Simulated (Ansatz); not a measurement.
Method: DFT PBE, scalar-relativistic, plane waves, PAW in Ansatz. All cells share a 420 eV cutoff and Γ-centred k meshes spaced at most about 0.3 Å⁻¹ (about 0.25 or finer for metals, 2π included). No spin polarisation in the final relaxations.

These are static total energies at zero pressure.

Two forms of Be2H were relaxed alike.

1.

```xyz
3
Lattice="2.3286 0.0000 0.0000 0.0000 2.3286 0.0000 0.0000 0.0000 4.1934" Properties=species:S:1:pos:R:3 pbc="T T T"
Be    1.1643    1.1643    1.0693
Be    1.1643    1.1643    3.1241
H     0.0000    0.0000    0.0000
```

2.

```xyz
3
Lattice="2.2183 0.0000 0.0000 -1.1092 1.9211 0.0000 0.0000 0.0000 4.7381" Properties=species:S:1:pos:R:3 pbc="T T T"
Be    0.0000    1.2808    1.4252
Be    1.1092    0.6404    3.3130
H     0.0000    0.0000    0.0000
```

Question: Which is lower in energy, and by how much?

Answer: Cell 2 is lower, by 0.48 eV/atom. Cell 1 has space group P4/mmm (No. 123), 7.6 Å³/atom and no gap on its mesh; cell 2 has Be and H ordered on fcc sites, space group P-3m1 (No. 164), 6.7 Å³/atom and no gap. Counting H atoms around Be (those within 1.25 times the shortest such distance or 1.15 times the sum of covalent radii; the shortest distance is added where it is long for a bond), cell 1 has Be 4 from 2.0 Å and cell 2 has Be 3 from 1.9 Å. The denser one is the lower, and pressure would at first widen the difference. Even the lower one lies +0.40 eV/atom against the reference forms of the elements (uncorrected), so neither is stable at this level. Both come from invented guesses.

With hydrogen, zero-point motion can shift such differences by 10 meV/atom or more. A magnetic state wasn't ruled out in cells without spin, among them P4/mmm, P-3m1. Cells relaxed within their symmetry can be saddle points.
